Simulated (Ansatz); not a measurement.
## KCaCl3: stationary points along a deformation path

The calculation used Ansatz, DFT LDA, scalar-relativistic, plane waves, PAW. Cutoff 420 eV, Γ-centred 6×6×6 k-points, Gaussian smearing of 0.05 eV. No spin polarisation. Energies are free energies at this smearing, counted from the undisturbed cell; pressure is positive in compression.

Reference structure (as given, not relaxed at this level; it stands at -2.7 GPa, and it needn't be the usual structure):

```
CELL_PARAMETERS angstrom
5.39352 0.00000 0.00000
0.00000 5.39352 0.00000
0.00000 0.00000 5.39352
ATOMIC_POSITIONS crystal
K 0.00000 0.00000 0.00000
Ca 0.50000 0.50000 0.50000
Cl 0.00000 0.50000 0.50000
Cl 0.50000 0.00000 0.50000
Cl 0.50000 0.50000 0.00000
```

At fixed volume and fractional coordinates, lengths along (0.000, 0.000, 1.000) are scaled against those across it; ρ is that ratio over its starting value. V = 31.380 Å³/atom. Δσ is the stress along the axis less the mean stress across it (compression positive).

| ρ | ΔE (meV/atom) | Δσ (GPa) | space group |
| --- | --- | --- | --- |
| 0.650 | 1003.1 | 48.78 | P4/mmm |
| 0.707 | 561.5 | 32.38 | P4/mmm |
| 0.780 | 242.5 | 18.20 | P4/mmm |
| 0.850 | 89.5 | 9.58 | P4/mmm |
| 0.920 | 20.8 | 4.06 | P4/mmm |
| 0.960 | 4.7 | 1.81 | P4/mmm |
| 1.000 | 0.0 | 0.00 | Pm-3m |
| 1.050 | 5.9 | -1.81 | P4/mmm |
| 1.100 | 21.6 | -3.30 | P4/mmm |
| 1.200 | 73.2 | -5.76 | P4/mmm |
| 1.300 | 145.0 | -8.01 | P4/mmm |
| 1.414 | 247.4 | -10.73 | P4/mmm |
| 1.500 | 338.6 | -13.00 | P4/mmm |

Problem. How does the stress give the slope of the energy, and where is the energy stationary?

Solution. Along the path d ln(length) is 2/3 d ln ρ on the axis and −1/3 d ln ρ across it, so dE/d ln ρ = −(2/3) V Δσ: the energy falls with ρ where Δσ is positive. Δσ vanishes or changes sign at ρ = 1.000 (Pm-3m), a minimum at 0.0 meV/atom. Pairs of stationary points between two samples would go unseen, and could change a minimum read from distant neighbours into a maximum. At ρ = 1.000 the cell is cubic, where symmetry alone makes the stress isotropic and the slope zero.

Problem. Which shear constant sets the curvature at ρ = 1?

Solution. For a cubic crystal E/V = (2/3) C (ln ρ)² with C = C′ = (C11 − C12)/2, so Δσ = −2C ln ρ. The parabola of Δσ against ln ρ through ρ = 0.960, 1 and 1.050 gives C ≈ 20 GPa with the ions clamped, rough because the steps are large. It is the stress–strain coefficient at this cell's pressure of -2.7 GPa, not the zero-pressure constant.

Problem. Integrate that slope from ρ = 1 to 1.200 by the trapezoid rule.

Solution. With V/N in Å³ and 1 eV/Å³ = 160.2 GPa the slopes at ρ = 1.000, 1.050, 1.100, 1.200 are 0, 237, 431, 752 meV/atom per unit of ln ρ. The steps add 5.8 + 15.5 + 51.4 = 72.7 meV/atom, against 73.2 from the energies; the trapezoid rule misses the curvature of the slope within each step.

Symmetry holds off the tilts and polar distortions that many cubic perovskites undergo.